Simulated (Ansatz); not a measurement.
input.yaml (Ansatz)

```yaml
crystal:
  lattice:
    - [0.0, 3.1128363335, 3.1128363335]
    - [3.1128363335, 0.0, 3.1128363335]
    - [3.1128363335, 3.1128363335, 0.0]
  atoms:
    - { symbol: Hf, position: [0.125, 0.125, 0.125] }
    - { symbol: Hf, position: [0.875, 0.875, 0.875] }
hamiltonian:
  xc: lda
  pseudopotentials:
    kind: paw_fr
    azcp:
      Hf: "pseudopotentials/Hf.paw.azcp"
basis:
  ecutwfc: 420
  fft_grid_basis: typed
kpoints:
  mp_grid: { grid: [9, 9, 9], shift: [0, 0, 0] }
magnetization:
  noncollinear: true
  spin_orbit: true
scf:
  occupations: { method: fermi_dirac, width: 0.1 }
```

Terminal output

```
Warning: the record states the generating functional pbe (its physics header spells it `PBE`), which answers neither for hamiltonian.xc's functional nor for the lda family's — results may be inconsistent (PPs are generated against a specific XC)
Engine: ansatz 0.2.0, aarch64-unknown-linux-gnu
Pseudopotentials: kind: paw_fr
Pseudopotential: Hf, paw_fr, valence charge 26, recommended cutoff 420 eV (normal) 
Functional definition: SPW92
  exchange = slater_x
  correlation = pw_c
non-collinear run that drives no moment, with spin-orbit: no starting moment large enough to seed its density (crystal.atoms[].spin), no starting occupations that ask for one, no magnetisation constraint and no magnetic field, so the semilocal B_xc is pinned to zero
Crystal: 2 atoms, lattice volume = 60.325 Å³
Basis set: ecut = 420 eV, 1243 PW (Γ)
Bands: 64, of which v1, the nominal top of the filled ones, is band 52 counted from 1 (51 counted from 0)
Symmetry: 48 space group operations + 48 with time reversal
Magnetic group: BNS 227.129 (UNI 1631), of the structure as read, at distance tolerance 3.9e-5 Å
k-points: 35 of 729
Projection manifold: j_resolved (fully-relativistic pseudo-atomic orbitals)
Non-local potential: Hf, projectors of the file, l = 0: 3, l = 1: 4, l = 2: 4, l = 3: 6
PAW form: soft (Blöchl's): semilocal exchange-correlation on the pseudo side does not see the compensation charge
PAW frozen core: Hf, regenerated for the run's functional, and the local potential with it (the file was generated under x = pbe(κ = 0.804, μ = 0.2195149727645171), c = pbe(β = 0.06672455060314922))
PAW one-centre angular grid: Hf, 590 points (default); XC on 64 Gauss nodes
Initial density: superposition of atomic densities (chi_scale 0.1, normalization cell)
Initial wavefunctions: pseudopotential atomic-orbital guess
Functional: x = slater, c = lda
SCF iter   1: F=—  HF=-30983.947883 eV  |F-HF|=—  |Δ(HF+E_count)|=         —  Δρ=1.83e-2  dr2=1.79e-1  dr2_m=0.00e0 (ungated)  ethr=3.10e-3  |M|=0.00e0 ∫|m|=0.00e0 μB  |m|>n=0.0e0 m-floor=0.0e0 τ_xc=0.0e0  β_m=0.30  ⟨swp⟩=5.7  Hψ=4456  notcnv=0
spin=Noncollinear: Kerker preconditioning applied to the charge; magnetization (m_x, m_y, m_z) channels mix plain (no charge-response kernel on spin).
SCF iter   2: F=—  HF=-30983.917225 eV  |F-HF|=—  |Δ(HF+E_count)|=   3.07e-2  Δρ=1.37e-2  dr2=1.08e-1  dr2_m=0.00e0 (ungated)  ethr=3.44e-4  |M|=0.00e0 ∫|m|=0.00e0 μB  |m|>n=0.0e0 m-floor=0.0e0 τ_xc=0.0e0  β_m=0.65  ⟨swp⟩=1.0  Hψ=1295  notcnv=0  defer=2
SCF iter   3: F=—  HF=-30983.883137 eV  |F-HF|=—  |Δ(HF+E_count)|=   3.41e-2  Δρ=3.13e-3  dr2=7.41e-3  dr2_m=0.00e0 (ungated)  ethr=2.07e-4  |M|=0.00e0 ∫|m|=0.00e0 μB  |m|>n=0.0e0 m-floor=0.0e0 τ_xc=0.0e0  β_m=0.55  ⟨swp⟩=3.0  Hψ=2186  notcnv=0  defer=2
SCF iter   4: F=—  HF=-30983.877676 eV  |F-HF|=—  |Δ(HF+E_count)|=   5.46e-3  Δρ=1.97e-3  dr2=3.05e-3  dr2_m=0.00e0 (ungated)  ethr=1.42e-5  |M|=0.00e0 ∫|m|=0.00e0 μB  |m|>n=0.0e0 m-floor=0.0e0 τ_xc=0.0e0  β_m=0.78  ⟨swp⟩=2.0  Hψ=2024  notcnv=0  defer=2
SCF iter   5: F=—  HF=-30983.876961 eV  |F-HF|=—  |Δ(HF+E_count)|=   7.16e-4  Δρ=5.15e-4  dr2=1.68e-4  dr2_m=0.00e0 (ungated)  ethr=5.87e-6  |M|=0.00e0 ∫|m|=0.00e0 μB  |m|>n=0.0e0 m-floor=0.0e0 τ_xc=0.0e0  β_m=0.85  ⟨swp⟩=2.1  Hψ=1278  notcnv=0  defer=2
SCF iter   6: F=—  HF=-30983.877040 eV  |F-HF|=—  |Δ(HF+E_count)|=   7.94e-5  Δρ=2.33e-4  dr2=4.25e-5  dr2_m=0.00e0 (ungated)  ethr=3.23e-7  |M|=0.00e0 ∫|m|=0.00e0 μB  |m|>n=0.0e0 m-floor=0.0e0 τ_xc=0.0e0  β_m=0.92  ⟨swp⟩=2.1  Hψ=1925  notcnv=0  defer=2
SCF iter   7: F=—  HF=-30983.877049 eV  |F-HF|=—  |Δ(HF+E_count)|=   9.21e-6  Δρ=5.96e-5  dr2=2.56e-6  dr2_m=0.00e0 (ungated)  ethr=8.17e-8  |M|=0.00e0 ∫|m|=0.00e0 μB  |m|>n=0.0e0 m-floor=0.0e0 τ_xc=0.0e0  β_m=0.96  ⟨swp⟩=2.0  Hψ=2012  notcnv=0  defer=2
SCF iter   8: F=—  HF=-30983.877050 eV  |F-HF|=—  |Δ(HF+E_count)|=   9.21e-7  Δρ=1.28e-5  dr2=8.48e-8  dr2_m=0.00e0 (ungated)  ethr=1.92e-10  |M|=0.00e0 ∫|m|=0.00e0 μB  |m|>n=0.0e0 m-floor=0.0e0 τ_xc=0.0e0  β_m=0.98  ⟨swp⟩=3.1  Hψ=4187  notcnv=0
SCF iter   9: F=-30983.877050 eV  HF=-30983.877050 eV  |F-HF|=2.09e-9  |Δ(HF+E_count)|=   3.51e-8  Δρ=2.09e-6  dr2=1.71e-9  dr2_m=0.00e0 (ungated)  ethr=1.63e-10  |M|=0.00e0 ∫|m|=0.00e0 μB  |m|>n=0.0e0 m-floor=0.0e0 τ_xc=0.0e0  ⟨swp⟩=3.9  Hψ=3112  notcnv=0
SCF 1 converged in 9 iterations: F = -30983.877050 eV  dr2 = 1.71e-9
SCF converged after 9 iterations
Magnetization: |M| = 0.0000 μB,  M = (+0.0000, +0.0000, +0.0000) μB
Absolute magnetization: 0.0000 μB (∫|m|)
  site 0: m = (+0.0000, +0.0000, +0.0000) μB, |m| = 0.0000 μB  (R = 1.11 Å)
  site 1: m = (+0.0000, +0.0000, +0.0000) μB, |m| = 0.0000 μB  (R = 1.11 Å)
Free energy (F): -30983.877050 eV
Harris-Foulkes:  -30983.877050 eV  (|F-HF|=2.09e-9)
Internal energy: -30983.726365 eV  (E = F + TS)
E sigma→0 (E₀):  -30983.801707 eV
Entropy (-TS):   -0.150686 eV (-75.343 meV/atom)
Fermi energy:    13.090654 eV
--- Per-component energies (eV) ---
  E_band       = -273.103773
  E_kinetic    = 859.732600
  E_local      = -12954.602995  (includes V_loc(G=0)·N_el)
  E_nonlocal   = -2467.046073
  E_hartree    = 6000.473438
  E_xc         = -594.798024
  E_vxc        = -533.115125  (∫ρ·V_xc dr)
  E_paw        = -13409.875754  (= ΣΔE_a)
  E_vpaw       = 2820.980105  (= ΣTr[D̂ρ^β])
  E_aug_tail   = -0.000003  (compensation charges beyond the density's cutoff)
  E_ewald      = -8422.536600
  E_core_change = 4.927047  (= ΣΔE_core)
  E_smearing   = -0.150686  (= −TS)
  E_closure    = 0.000000  (closes the sum)
  Σ components = -30983.877050   (vs F -30983.877050, Δ=0.00e0)
```
